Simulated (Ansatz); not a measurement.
TaN (P-62m), relaxed with LDA (Ansatz, a quantum-chemistry and plane-wave program, plane waves, PAW): a = 5.1503 Å, b = 5.1503 Å, c = 2.8742 Å, α = 90.00°, β = 90.00°, γ = 120.00°.

| Property | Value |
|---|---|
| ΔH_f (eV/atom) | -1.51 |
| B₀ by P(V) fit (GPa) | 344 |

**Question.** The same phase is relaxed and computed with r²SCAN in the same code. What are the cell and these values now?

**Answer.** a = b = 5.2018 Å, c = 2.9081 Å, α = β = 90.00°, γ = 120.00°.

ΔH_f (eV/atom): -1.35
B₀ by P(V) fit (GPa): 325

All cells were relaxed under the symmetry of their starts (and spin orders); stability against distortions was not tested throughout. Rows with no word on spin ran without spin polarisation. Spin–orbit coupling is left out wherever it is not named.

Potentials: the later of the program's two PAW sets.

Ansatz is a plane-wave DFT program.

Formation energies count from the lowest solids of the elements computed at the same level, not from gases.
